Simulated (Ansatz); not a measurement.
AuCu3-type EuZn₃

The computed numbers are results of PBEsol, scalar-relativistic (collinear spin) in the plane-wave PAW code Ansatz at 420 eV, 8×8×8 k-mesh, Gaussian smearing of 0.05 eV. The datasets are Ansatz's generated set soft_2.

```
CELL_PARAMETERS angstrom
4.30078 0.00000 0.00000
0.00000 4.30078 0.00000
0.00000 0.00000 4.30078
ATOMIC_POSITIONS crystal
Eu 0.00000 0.00000 0.00000
Zn 0.00000 0.50000 0.50000
Zn 0.50000 0.50000 0.00000
Zn 0.50000 0.00000 0.50000
```

The cell came from substitution into a structure type; whether the compound takes it is for experiment to say.

Magnetic state: ferromagnetic, site spin moments Eu 6.74; Zn 0.09 μB.

**Question.** Which orbitals carry the states at the Fermi level, and how many states are there?

**Answer.** Within 0.1 eV of it: Eu 5d 49 %, Eu 4f 40 % (shares among the projected shells). The density of states at the Fermi level is about 3.9 states/eV per cell, averaged over 0.3 eV.

Density of states (tetrahedra, averaged over 0.5 eV; states/eV per cell of 4 atoms; energy in eV from the Fermi level):

```
E (eV)   DOS
 -7.60   0.3
 -7.10  40.1
 -6.60  20.5
 -6.10   0.7
 -5.60   1.0
 -5.10   1.0
 -4.60   0.7
 -4.10   0.8
 -3.60   1.1
 -3.10   1.7
 -2.60   1.6
 -2.10   1.2
 -1.60   1.2
 -1.10   1.5
 -0.60   9.2
 -0.10   8.3
  0.40   3.3
  0.90   1.7
  1.40   1.2
  1.90   1.4
  2.40   1.3
  2.90   2.4
  3.40   2.5
  3.90   4.8
  4.40  10.8
  4.90   3.3
  5.40   3.6
  5.90   2.5
```

Without a U the 4f levels of Eu lie too near the Fermi level, so their share of the states there, and what hangs on it, is overstated. Spin–orbit coupling, which matters for such heavy elements, is left out. Site moments are of spin, integrated over atomic spheres. Only parallel moments were tried, so the real magnetic order may be another.
